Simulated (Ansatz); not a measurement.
Relaxed ZnO (wurtzite):

```
CELL_PARAMETERS angstrom
      3.27960     0.00000     0.00000
     -1.63980     2.84021     0.00000
      0.00000     0.00000     5.29330
ATOMIC_POSITIONS crystal
  Zn 0.66667 0.33333 0.00215
  Zn 0.33333 0.66667 0.50215
  O  0.66667 0.33333 0.62305
  O  0.33333 0.66667 0.12305
```

Scan: atom 3 (O, nearest neighbour Zn at 1.999 Å; its periodic images, 3.3 Å or more away, move with it) is displaced along Cartesian x, direction (1.000, 0.000, 0.000) in Cartesian axes, by s. The other atoms stay.

Method: PBE (plane waves to 420 eV, PAW, scalar-relativistic; Ansatz, a quantum-chemistry and plane-wave program). k mesh 9×9×5 (Γ-centred), Fermi-Dirac smearing 0.05 eV. E stands for the smeared free energy. ZnO was relaxed with its symmetry unable to fall. ΔE is measured from the undisplaced structure.

Question: What ΔE (meV/cell) does the calculation give at s (Å) = -0.600, -0.360, -0.240, 0.360, 0.600?

Answer: 
| s (Å) | ΔE (meV/cell) |
|---|---|
| -0.600 | 1898 |
| -0.360 | 544 |
| -0.240 | 221 |
| 0.360 | 544 |
| 0.600 | 1898 |

(For displaced atoms, the force is minus the slope of the energy, and its curvature is a force constant, which sets phonon frequencies.)
